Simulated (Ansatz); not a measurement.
**Straining TiSb₂**

Method: DFT PBEsol, scalar-relativistic, plane waves, PAW in Ansatz. Settings: 420 eV cutoff, 6×6×6 k-mesh, Gaussian smearing of 0.10 eV, no spin polarisation.

The relaxed crystal:

```xyz
12
Lattice="6.6350 0.0000 0.0000 0.0000 6.6350 0.0000 0.0000 0.0000 5.7141" Properties=species:S:1:pos:R:3 pbc="T T T"
Ti    0.0000    0.0000    1.4285
Ti    0.0000    0.0000    4.2855
Ti    3.3175    3.3175    4.2855
Ti    3.3175    3.3175    1.4285
Sb    1.0152    4.3327    0.0000
Sb    2.3023    1.0152    0.0000
Sb    2.3023    5.6199    2.8570
Sb    1.0152    2.3023    2.8570
Sb    4.3327    1.0152    2.8570
Sb    5.6199    4.3327    2.8570
Sb    5.6199    2.3023    0.0000
Sb    4.3327    5.6199    0.0000
```

Deformation: all cell vectors scaled alike, the atoms relaxed, all within the symmetry that the strain leaves. Energies are extrapolated to zero smearing. On this cell's mesh the reference holds a stress of up to 0.29 GPa.

Q: Give the structure at -2.0 %.

A:
```xyz
12
Lattice="6.5023 0.0000 0.0000 0.0000 6.5023 0.0000 0.0000 0.0000 5.5998" Properties=species:S:1:pos:R:3 pbc="T T T"
Ti    0.0000    0.0000    1.3999
Ti    0.0000    0.0000    4.1998
Ti    3.2512    3.2512    4.1998
Ti    3.2512    3.2512    1.3999
Sb    0.9965    4.2477    0.0000
Sb    2.2547    0.9965    0.0000
Sb    2.2547    5.5058    2.7999
Sb    0.9965    2.2547    2.7999
Sb    4.2477    0.9965    2.7999
Sb    5.5058    4.2477    2.7999
Sb    5.5058    2.2547    0.0000
Sb    4.2477    5.5058    0.0000
```
Space group I4/mcm (140), 25.0 meV/atom over the relaxed crystal.